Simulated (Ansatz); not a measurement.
CsSnBr3 (cubic perovskite, Pm-3m) under volume change, the program Ansatz at the PBE level (PAW), scaled uniformly.

```
V (Å³/atom)  E − E(relaxed) (meV/atom)  P (GPa)
-----------  -------------------------  -------
37.131                            23.6     2.24
38.355                             9.9     1.37
39.579                             2.3     0.63
40.803                             0.0     0.00
42.027                             2.1    -0.53
43.251                             7.9    -0.98
44.475                            16.8    -1.36
```

### Question
What does a third-order Birch–Murnaghan fit give for V₀, B₀ and B′?

### Answer
V₀ = 40.81 Å³/atom, B₀ = 19.2 GPa, B′ = 4.5.

The cell was relaxed with PBE under the symmetry of its start; of distortions, only those at the zone centre were tested. Spin–orbit coupling is left out wherever it is not named.

Potentials: the later of the program's two PAW sets.
